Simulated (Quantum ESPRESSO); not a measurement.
# Band energies of ZnSe

```xyz
2
Lattice="0.0000 2.8164 2.8164 2.8164 0.0000 2.8164 2.8164 2.8164 0.0000" Properties=species:S:1:pos:R:3 pbc="T T T"
Zn     0.0000     0.0000     0.0000
Se     1.4082     1.4082     1.4082
```

PBEsol (pw.x of Quantum ESPRESSO, ONCV potentials, with spin-orbit coupling); path ΓXWKΓLUWLK,UX; energies in eV from the valence-band maximum.

| k (1/Å) | point | band 36 | band 37 | band 38 | band 39 | band 40 | band 41 | band 42 | band 43 |
|---|---|---|---|---|---|---|---|---|---|
| 0.00 | Γ | 0.00 | 1.12 | 1.12 | 5.52 | 5.52 | 5.66 | 5.66 | 5.66 |
| 0.33 |  | -0.63 | 2.94 | 2.94 | 4.60 | 4.60 | 6.55 | 6.55 | 6.59 |
| 0.78 |  | -1.93 | 3.06 | 3.06 | 3.66 | 3.66 | 8.97 | 8.97 | 9.42 |
| 1.12 | X | -2.31 | 2.68 | 2.68 | 3.25 | 3.25 | 10.56 | 10.56 | 11.18 |
| 1.23 |  | -2.37 | 2.83 | 2.84 | 3.39 | 3.42 | 10.19 | 10.30 | 10.70 |
| 1.56 |  | -2.83 | 4.71 | 4.74 | 5.05 | 5.17 | 7.37 | 7.43 | 7.88 |
| 1.67 | W | -2.88 | 5.19 | 5.24 | 5.44 | 5.57 | 6.75 | 6.82 | 7.45 |
| 2.07 | K | -1.99 | 3.34 | 3.34 | 5.39 | 5.49 | 8.84 | 8.85 | 9.15 |
| 2.46 |  | -1.07 | 3.96 | 4.02 | 6.12 | 6.20 | 6.58 | 6.67 | 7.16 |
| 2.86 |  | -0.32 | 2.92 | 2.96 | 5.34 | 5.37 | 6.04 | 6.04 | 6.55 |
| 3.15 |  | -0.03 | 1.43 | 1.43 | 5.51 | 5.52 | 5.65 | 5.66 | 5.73 |
| 3.25 | Γ | 0.00 | 1.12 | 1.12 | 5.52 | 5.52 | 5.66 | 5.66 | 5.66 |
| 3.57 |  | -0.26 | 2.40 | 2.40 | 5.68 | 5.68 | 5.98 | 5.98 | 6.08 |
| 4.00 |  | -0.82 | 2.43 | 2.43 | 6.21 | 6.21 | 6.28 | 6.29 | 7.94 |
| 4.22 | L | -0.91 | 2.36 | 2.36 | 6.16 | 6.16 | 6.22 | 6.22 | 8.32 |
| 4.41 |  | -1.15 | 2.98 | 3.02 | 5.76 | 5.76 | 6.55 | 6.55 | 8.48 |
| 4.70 |  | -1.69 | 3.61 | 3.62 | 5.88 | 6.01 | 7.86 | 7.95 | 8.11 |
| 4.90 | U | -1.99 | 3.34 | 3.34 | 5.39 | 5.49 | 8.84 | 8.85 | 9.15 |
| 5.10 |  | -2.36 | 4.08 | 4.12 | 5.41 | 5.53 | 7.66 | 7.71 | 8.22 |
| 5.29 | W | -2.88 | 5.19 | 5.24 | 5.44 | 5.57 | 6.75 | 6.82 | 7.45 |
| 5.49 |  | -2.28 | 4.79 | 4.90 | 5.38 | 5.46 | 6.77 | 6.82 | 8.33 |
| 5.89 |  | -1.16 | 3.00 | 3.04 | 5.73 | 5.74 | 6.56 | 6.58 | 8.49 |
| 6.08 | L | -0.91 | 2.36 | 2.36 | 6.16 | 6.16 | 6.22 | 6.22 | 8.32 |
| 6.17 |  | -0.99 | 2.50 | 2.52 | 6.07 | 6.07 | 6.26 | 6.26 | 8.39 |
| 6.51 |  | -1.58 | 3.66 | 3.68 | 5.77 | 5.87 | 7.72 | 7.72 | 7.93 |
| 6.77 | K | -1.99 | 3.34 | 3.34 | 5.39 | 5.49 | 8.84 | 8.85 | 9.15 |
| 6.77 | U | -1.99 | 3.34 | 3.34 | 5.39 | 5.49 | 8.84 | 8.85 | 9.15 |
| 7.16 | X | -2.31 | 2.68 | 2.68 | 3.25 | 3.25 | 10.56 | 10.56 | 11.18 |

The PBEsol gap is direct, 1.12 eV at Γ.

Geometry relaxed with PBEsol.
